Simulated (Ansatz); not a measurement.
Mg₂Si (antifluorite type, space group Fm-3m)

```yaml
crystal:
  lattice:
    - [0.00000, 3.18233, 3.18233]
    - [3.18233, 0.00000, 3.18233]
    - [3.18233, 3.18233, 0.00000]
  atoms:
    - { symbol: Si, position: [0.00000, 0.00000, 0.00000] }
    - { symbol: Mg, position: [0.25000, 0.25000, 0.25000] }
    - { symbol: Mg, position: [0.75000, 0.75000, 0.75000] }
```

The relaxed cell is deformed in two ways at once: its volume V is scaled, and at that volume it is stretched along z (the c axis of the conventional cell) so that c/a changes. Fractional atomic positions are held.

The numbers are results of PBE (plane waves to 420 eV, PAW, scalar-relativistic; Ansatz, a first-principles code), not measurements. k mesh 9×9×9 (Γ-centred), Fermi-Dirac smearing 0.05 eV. Stress and pressure are positive under compression. As the smearing reaches across the gap at some points, the response to shear is sensitive to the k mesh, so small differences along c/a are uncertain. Mg2Si was relaxed with its symmetry unable to fall. 

```json
[
 {"σzz − σxx (GPa)": "(c/a)/(c/a)₀ = 0.880", "V/V₀ = 0.920": "…", "V/V₀ = 0.947": "11.9", "V/V₀ = 0.973": "11.4", "V/V₀ = 1.000": "10.9", "V/V₀ = 1.027": "10.5", "V/V₀ = 1.053": "10.0", "V/V₀ = 1.080": "9.6"},
 {"σzz − σxx (GPa)": "(c/a)/(c/a)₀ = 0.920", "V/V₀ = 0.920": "8.1", "V/V₀ = 0.947": "7.8", "V/V₀ = 0.973": "7.5", "V/V₀ = 1.000": "7.2", "V/V₀ = 1.027": "7.0", "V/V₀ = 1.053": "6.7", "V/V₀ = 1.080": "6.4"},
 {"σzz − σxx (GPa)": "(c/a)/(c/a)₀ = 0.960", "V/V₀ = 0.920": "4.1", "V/V₀ = 0.947": "4.0", "V/V₀ = 0.973": "3.8", "V/V₀ = 1.000": "3.7", "V/V₀ = 1.027": "3.5", "V/V₀ = 1.053": "3.4", "V/V₀ = 1.080": "3.2"},
 {"σzz − σxx (GPa)": "(c/a)/(c/a)₀ = 1.000", "V/V₀ = 0.920": "0.0", "V/V₀ = 0.947": "0.0", "V/V₀ = 0.973": "0.0", "V/V₀ = 1.000": "0.0", "V/V₀ = 1.027": "0.0", "V/V₀ = 1.053": "0.0", "V/V₀ = 1.080": "0.0"},
 {"σzz − σxx (GPa)": "(c/a)/(c/a)₀ = 1.040", "V/V₀ = 0.920": "-4.1", "V/V₀ = 0.947": "-3.9", "V/V₀ = 0.973": "-3.8", "V/V₀ = 1.000": "-3.7", "V/V₀ = 1.027": "-3.5", "V/V₀ = 1.053": "-3.4", "V/V₀ = 1.080": "-3.3"},
 {"σzz − σxx (GPa)": "(c/a)/(c/a)₀ = 1.080", "V/V₀ = 0.920": "-8.0", "V/V₀ = 0.947": "-7.8", "V/V₀ = 0.973": "-7.5", "V/V₀ = 1.000": "-7.2", "V/V₀ = 1.027": "-7.0", "V/V₀ = 1.053": "-6.7", "V/V₀ = 1.080": "-6.4"},
 {"σzz − σxx (GPa)": "(c/a)/(c/a)₀ = 1.120", "V/V₀ = 0.920": "-11.8", "V/V₀ = 0.947": "-11.4", "V/V₀ = 0.973": "-11.0", "V/V₀ = 1.000": "-10.6", "V/V₀ = 1.027": "-10.2", "V/V₀ = 1.053": "-9.9", "V/V₀ = 1.080": "-9.5"}
]
```

Complete the blanks.


- (c/a)/(c/a)₀ = 0.880, V/V₀ = 0.920: 12.4

(A scan under strain: stresses follow from slopes of the energy per volume, elastic moduli from its curvatures.)
